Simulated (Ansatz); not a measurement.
Relaxed candidate structures of InP:

A. Pm-3m (No. 221), cP2, CsCl type; a = b = c = 3.3884 Å, α = β = γ = 90.00°; In 1a (0.000, 0.000, 0.000); P 1b (0.500, 0.500, 0.500)

B. F-43m (No. 216), cF8, zinc blende type; a = b = c = 5.878 Å, α = β = γ = 90.00°; P 4c (0.250, 0.250, 0.250); In 4a (0.000, 0.000, 0.000)

C. P4/mbm (No. 127), tP8; a = b = 6.0209 Å, c = 5.1775 Å, α = β = γ = 90.00°; In 4h (0.298, 0.202, 0.500); P 4g (0.378, 0.122, 0.000)

D. P4₂/mnm (No. 136), tP8; a = 7.175 Å, b = 7.175 Å, c = 4.163 Å, α = 90.00°, β = 90.00°, γ = 90.00°; In 4g (0.178, 0.178, 0.500); P 4f (0.319, 0.319, 0.000)

Order them by energy per atom (lowest first) at the level PBEsol (plane waves to 420 eV, PAW, scalar-relativistic; Ansatz, a quantum-chemistry and plane-wave program).

B (reference, the lowest of the structures calculated here), D (+68 meV/atom), C (+0.48 eV/atom), A (+0.52 eV/atom)

Give each candidate's band gap.

No gap: A, C. B: 0.57 eV (no spin-orbit coupling); D: 0.71 eV (no spin-orbit coupling).

1 run with a doubtful electronic state, a coarser numerical grid, an end not at rest or a source that can't be used is left out. 1 generated cell of layers, chains or molecules, poorly bound without dispersion, is left out. Each run could gain symmetry but not lose that of its start, so entries can be saddle points. From databases, or of a type measured for this composition: F-43m, cF8, zinc blende type; the others are generated cells (placed on structure types, drawn at random, substituted or restacked) that were not matched to a known phase here. Static energies at zero pressure. No spin polarisation in the result.
